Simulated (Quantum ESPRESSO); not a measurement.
# AlGe2ON3: convergence and cost over cutoff and k mesh

Simulated, not a measurement. The program is pw.x of Quantum ESPRESSO 7.5 (plane-wave density functional theory). The cell is made up: 7 atoms on a wurtzite lattice with one site empty, with randomly drawn elements, strain and displacements, not relaxed. PseudoDojo standard norm-conserving files (v0.5 for PBE, v0.4.1 for LDA and PBEsol) set the functional; there is no spin polarisation, spin-orbit coupling or dispersion term, and the masses in the input are unused placeholders.

Input of the run in row 4:

```
&control calculation='scf', pseudo_dir='./dojo.nc.sr.pbe.v0_5.standard.upf', outdir='./o', disk_io='medium', tprnfor=.true., tstress=.true. /
&system ibrav=0, nat=7, ntyp=4, nbnd=32, ecutwfc=84.00895049, nosym=.true., tot_charge=0,
 occupations='smearing', smearing='fd', degauss=0.0018374661
/
&electrons conv_thr=7.350e-09, electron_maxstep=60, /
ATOMIC_SPECIES
Al 1.0 Al.upf
Ge 1.0 Ge.upf
N 1.0 N.upf
O 1.0 O.upf
CELL_PARAMETERS angstrom
3.0683 0.0114 -0.0076
0.0197 5.4282 -0.0527
-0.0124 -0.0497 5.1003
ATOMIC_POSITIONS angstrom
Al 0.0252 -0.1096 -0.1215
Ge 1.5232 2.7006 -0.0364
Ge 0.0353 3.562 2.437
O -0.0344 -0.0598 1.8182
N 1.4595 2.7141 1.7146
N 1.6142 0.9535 4.4367
N 0.0116 3.6559 4.4194
K_POINTS automatic
6 4 4 1 1 1
```

The same cell was run at these settings. Meshes are shifted by half a step, and differences are from the last row, which is itself not exact.

| cutoff (eV) | k mesh | k points solved | threshold (eV) | free energy less the last row's (eV) | pressure (GPa) | largest stress difference (GPa) | largest force difference (eV/Å) | iterations | wall time (s) | k-point pools | processor |
| --- | --- | --- | --- | --- | --- | --- | --- | --- | --- | --- | --- |
| 800 | 2 x 2 x 2 | 4 | 1e-04 | 0.865 | -30.01 | 37.42 | 0.187 | 10 | 16 | 1 | AMD EPYC, Zen 5 class |
| 1143 | 2 x 2 x 2 | 4 | 1e-07 | -0.819 | 1.51 | 6.47 | 0.207 | 13 | 33 | 1 | AMD EPYC, Zen 5 class |
| 585 | 6 x 4 x 4 | 48 | 1e-07 | 46.079 | -410.39 | 413.39 | 0.363 | 12 | 84 | 1 | AMD EPYC, Zen 5 class |
| 1143 | 6 x 4 x 4 | 48 | 1e-07 | 0.000 | 2.72 | 0.03 | 0.002 | 12 | 255 | 1 | AMD EPYC, Zen 5 class |
| 1437 | 8 x 6 x 6 | 144 | 1e-07 | 0.000 | 2.72 | 0.00 | 0.000 | 13 | 990 | 1 | AMD EPYC, Zen 5 class |

Each pool is one process. Wall times include start-up and a band step at six k points, which weighs most on the coarsest meshes. The runs were on shared virtual cores whose load varied, so times are rough.